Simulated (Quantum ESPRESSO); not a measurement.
Mo2CuLi2Ru3, one composition in several site orders

Simulated, not a measurement. The program is pw.x of Quantum ESPRESSO 7.5 (plane-wave density functional theory). The cell is made up: eight metal atoms on a hexagonal close-packed lattice, with elements, volume, strain and displacements drawn at random and not relaxed, so it may be unstable or far from any real phase. PseudoDojo standard norm-conserving files set the functional (PBE unless stated); there is no spin polarisation or spin-orbit coupling, the Fermi-Dirac width of 0.25 eV means electrons at about 2900 K, and the masses in the input are unused placeholders. The copper pseudopotential is less sure than most, with forces differing by about three percent and pressure by about two GPa from a second method on plain copper. A spin test at this wide smearing found no moment, but such smearing suppresses magnetism that the real alloy may have.

The runs put one composition on the sites in different orders. Cell, positions, cutoff, mesh and smearing stay as in the input of run 1; sites are counted in its order. Stress in the tables is positive in tension.

Input of run 1:

```
&control calculation='scf', pseudo_dir='./dojo.nc.sr.pbe.v0_5.standard.upf', outdir='./o', disk_io='medium', tprnfor=.true., tstress=.true. /
&system ibrav=0, nat=8, ntyp=4, nbnd=65, ecutwfc=92.02030273, nosym=.true., tot_charge=0,
 occupations='smearing', smearing='fd', degauss=0.0183746611
/
&electrons conv_thr=1.470e-08, electron_maxstep=70, mixing_beta=0.5 /
ATOMIC_SPECIES
Cu 1.0 Cu.upf
Li 1.0 Li.upf
Mo 1.0 Mo.upf
Ru 1.0 Ru.upf
CELL_PARAMETERS angstrom
-2.882 0.0 0.0
0.0 4.9918 0.0
1.441 -2.4959 -9.1462
ATOMIC_POSITIONS angstrom
Mo 0.0062 0.0954 0.0643
Cu 0.1495 1.7192 -2.2202
Li -0.015 -0.0037 -4.5509
Ru -0.0068 1.6035 -6.8466
Mo -1.4393 2.5533 0.0533
Ru -1.5044 4.1324 -2.2492
Ru -1.389 2.4711 -4.5662
Li -1.3421 -0.8872 -6.8247
K_POINTS automatic
8 5 3 1 1 1
```

| run | elements on sites 1 to 8 | free energy less that of run 1 (eV) | -TS (eV) | pressure (GPa) | stress xx (GPa) | stress yy (GPa) | stress zz (GPa) | stress yz (GPa) | stress xz (GPa) | stress xy (GPa) | iterations |
| --- | --- | --- | --- | --- | --- | --- | --- | --- | --- | --- | --- |
| 1 | Mo Cu Li Ru Mo Ru Ru Li | 0.000 | -1.890 | -18.28 | 20.31 | 15.01 | 19.52 | 2.59 | 0.10 | -0.25 | 21 |
| 2 | Ru Ru Mo Cu Mo Li Ru Li | 0.423 | -1.986 | -19.32 | 21.71 | 23.06 | 13.20 | 1.29 | 0.32 | -0.32 | 20 |
| 3 | Li Ru Mo Ru Ru Cu Mo Li | 0.123 | -1.904 | -18.44 | 19.65 | 16.14 | 19.54 | 2.48 | -0.19 | -0.46 | 21 |
| 4 | Li Li Ru Mo Cu Mo Ru Ru | 0.112 | -1.826 | -19.10 | 21.42 | 17.30 | 18.59 | 0.10 | -0.20 | -0.21 | 21 |
| 5 | Li Li Ru Mo Cu Ru Ru Mo | -0.318 | -1.772 | -17.87 | 19.90 | 16.51 | 17.21 | -0.44 | -0.14 | -0.23 | 20 |
| 6 | Ru Li Li Ru Cu Mo Mo Ru | 0.985 | -1.969 | -19.66 | 22.91 | 15.83 | 20.23 | 2.24 | 0.13 | 0.07 | 21 |

Forces Fx Fy Fz (eV/Å):

| site | run 1 | run 2 | run 3 | run 4 | run 5 | run 6 |
| --- | --- | --- | --- | --- | --- | --- |
| 1 | 0.01 -0.49 -0.46 | 0.03 -0.14 0.02 | -0.04 -0.19 -0.22 | -0.07 0.10 -0.09 | -0.07 -0.23 -0.62 | 0.05 -0.77 0.49 |
| 2 | -0.25 -0.06 -0.28 | -0.31 -0.31 -0.30 | -0.27 0.16 -0.62 | -0.33 -0.29 -0.13 | -0.22 -0.10 -0.12 | -0.31 -0.33 0.40 |
| 3 | 0.05 0.02 0.23 | 0.02 0.46 0.42 | 0.11 0.39 0.50 | 0.17 -0.06 -0.54 | 0.03 -0.11 -0.27 | 0.09 -0.08 -0.31 |
| 4 | 0.10 0.74 -0.57 | 0.06 0.11 0.13 | 0.07 -0.93 0.95 | 0.04 -0.07 1.90 | 0.11 0.08 1.74 | 0.05 0.13 -0.13 |
| 5 | 0.09 0.46 -0.64 | 0.07 -0.15 -1.26 | 0.15 0.47 -0.43 | 0.12 0.22 0.19 | 0.12 0.35 0.10 | 0.10 -0.03 0.17 |
| 6 | 0.22 -0.37 1.26 | 0.19 0.25 0.20 | 0.20 0.06 -0.15 | 0.30 -0.19 -1.74 | 0.26 -0.25 -1.24 | 0.17 0.07 0.27 |
| 7 | -0.10 -0.32 -0.01 | 0.10 0.01 0.79 | -0.07 -0.07 0.46 | -0.05 0.09 -0.68 | -0.05 0.13 -0.98 | 0.05 1.09 -0.85 |
| 8 | -0.12 0.01 0.48 | -0.16 -0.22 0.00 | -0.16 0.11 -0.48 | -0.17 0.20 1.08 | -0.18 0.14 1.40 | -0.20 -0.08 -0.05 |

The sites are displaced and not relaxed, so the energy differences mix bonding between neighbours with strain and are not ordering energies. A rerun of one cell of this series at a higher cutoff and on a denser mesh moved values by no more than 0.006 eV in energy, 0.06 GPa in stress and 0.010 eV/Å in force, and a second program with other atomic files agreed on that cell to 2 % rms in force and 0.5 GPa in pressure.